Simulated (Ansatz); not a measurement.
Values for one crystal, relaxed and computed with r²SCAN (plane waves, PAW; program Ansatz); other levels are named.

| Item | Result |
|---|---|
| Volume per atom | 14.50 Å³ |
| Electronic character | metallic (no gap) |
| Debye temperature from the elastic constants | 349 K |
| Highest zone-centre frequency | 340 cm⁻¹ |
| Elastic constants (relaxed ions, GPa) | C11 = 320, C12 = 145, C44 = 80.1 |
| Zone-centre stability | no imaginary mode at Γ |
| Formation energy from the elements (no fitted shifts) | -1.11 eV/atom |

Problem. Pick the material that matches.
(A) TiAl, L1₀ or tetragonal B2
(B) AlPt, P2_13 (Al on 4a, Pt on 4a)
(C) AlAg, Cmcm (Ag on 4c, Al on 4c)
(D) ScPt3, I4/mmm (Pt on 2b, Pt on 4d, Sc on 2a)

Solution. B, AlPt, P2_13 (Al on 4a, Pt on 4a)

The first step of the workflow began from a Materials Project structure, measured or hypothetical; the Crystallography Open Database copy checked does not list it. With Al and Pt taken as one species the cell has the higher symmetry Pa-3, so it may be an ordered model of a mixed-site phase. Whether it is the stable phase at ambient conditions was not checked. Symmetry was held in the r²SCAN relaxation. No spin polarisation was allowed. As this level gives no gap, shear constants depend on the k-mesh and smearing (Fermi–Dirac, 0.1 eV here). As this level gives no gap, phonon frequencies hold no LO–TO term and depend on the k-mesh and smearing (Fermi–Dirac, 0.1 eV here). The references are the lowest solids computed at this level, not always the standard phases. Spin–orbit coupling is left out wherever it is not named.

Potentials: the earlier of the program's two PAW sets.
